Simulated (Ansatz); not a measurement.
Start of a relaxation of NbSi2B6:

```
Nb Si B
1.0
     0.00000    3.52063    3.52063
     3.52063    0.00000    3.52063
     3.52063    3.52063    0.00000
Nb Si B
1 2 6
Cartesian
  0.0000 0.0000 0.0000
  1.7603 1.7603 1.7603
  5.2809 5.2809 5.2809
  1.4083 3.5206 3.5206
  3.5206 1.4083 3.5206
  5.6330 3.5206 3.5206
  3.5206 5.6330 3.5206
  3.5206 3.5206 1.4083
  3.5206 3.5206 5.6330
```

Level of theory: DFT PBE, scalar-relativistic, plane waves, PAW in Ansatz 0.2.0. Cutoff 420 eV, Gaussian smearing, Γ-centred meshes. Cell and atoms relax first on a coarse mesh and then on a finer one. In between, the cell is made exact in the group found at 0.06 Å. In metals the finer mesh still leaves noise of several meV/atom or more. The steps can't lower the symmetry of their start. No spin polarisation.

A guess keeps its type if space group and coordination stay and the shape of the cell changes little (axis ratios within about 15 %, angles within 6°); the volume may change.

Problem. Will the relaxed cell still be of the starting type?

Solution. It doesn't keep its type. The symmetry stays Fm-3m (No. 225). The volume per atom grows by 1.5 %, from 9.7 to 9.8 Å³. The shortest distance goes from 1.41 Å (Nb–B) to 1.78 Å (B–B). Counting neighbours within 15 % of an atom's shortest distance, the start has B 1, Nb 6, Si 12 and the end B 4, Nb 6, Si 12. In detail, at the end Nb is surrounded by 6 B at 2.28 Å and 8 Si at 3.06 Å; Si has 12 B at 2.55 Å; around B lie 4 B at 1.78 Å, 1 Nb at 2.28 Å, 1 B at 2.52 Å and 4 Si at 2.55 Å.

```yaml
crystal:
  lattice:
    - [0.00000, 3.53787, 3.53787]
    - [3.53787, 0.00000, 3.53787]
    - [3.53787, 3.53787, 0.00000]
  atoms:
    - { symbol: Nb, position: [0.00000, 0.00000, 0.00000] }
    - { symbol: Si, position: [0.25000, 0.25000, 0.25000] }
    - { symbol: Si, position: [0.75000, 0.75000, 0.75000] }
    - { symbol: B, position: [0.67792, 0.32208, 0.32208] }
    - { symbol: B, position: [0.32208, 0.67792, 0.32208] }
    - { symbol: B, position: [0.32208, 0.67792, 0.67792] }
    - { symbol: B, position: [0.67792, 0.32208, 0.67792] }
    - { symbol: B, position: [0.32208, 0.32208, 0.67792] }
    - { symbol: B, position: [0.67792, 0.67792, 0.32208] }
```

The last run used a 10×10×10 mesh for its 9-atom cell and Gaussian smearing of 0.10 eV. The cell is a metal run without spin; a magnetic state may lie lower. Symmetry constrained the relaxation, so the result can be a saddle point.
